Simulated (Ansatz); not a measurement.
Here is the system:

Te₂Os:
```yaml
crystal:
  lattice:
    - [6.35911, 0.00000, 0.00000]
    - [0.00000, 6.35911, 0.00000]
    - [0.00000, 0.00000, 6.35911]
  atoms:
    - { symbol: Te, position: [0.37183, 0.37183, 0.37183] }
    - { symbol: Te, position: [0.12817, 0.62817, 0.87183] }
    - { symbol: Te, position: [0.87183, 0.12817, 0.62817] }
    - { symbol: Te, position: [0.62817, 0.87183, 0.12817] }
    - { symbol: Te, position: [0.62817, 0.62817, 0.62817] }
    - { symbol: Te, position: [0.87183, 0.37183, 0.12817] }
    - { symbol: Te, position: [0.12817, 0.87183, 0.37183] }
    - { symbol: Te, position: [0.37183, 0.12817, 0.87183] }
    - { symbol: Os, position: [0.00000, 0.00000, 0.00000] }
    - { symbol: Os, position: [0.50000, 0.00000, 0.50000] }
    - { symbol: Os, position: [0.50000, 0.50000, 0.00000] }
    - { symbol: Os, position: [0.00000, 0.50000, 0.50000] }
```

This is the LDA-relaxed structure.

All from LDA in the plane-wave PAW code Ansatz, unless another level is named. Give the highest zone-centre frequency.

211 cm^-1.

Predict the Debye temperature from the elastic constants.

348 K.

Give the elastic constants (relaxed ions, GPa).

C11 = 317, C12 = 71.0, C44 = 85.1.

Space group Pa-3. The workflow started from an entry of the Crystallography Open Database (COD). Its standing as an ambient phase is unchecked. Symmetry was held in the LDA relaxation; of distortions, only those at the zone centre were tested. No spin polarisation was allowed. As this level gives no gap, shear constants depend on the k-mesh and smearing (Fermi–Dirac, 0.1 eV here). As this level gives no gap, phonon frequencies hold no LO–TO term and depend on the k-mesh and smearing (Fermi–Dirac, 0.1 eV here). Spin–orbit coupling is left out wherever it is not named.

Potentials: the later of the program's two PAW sets.
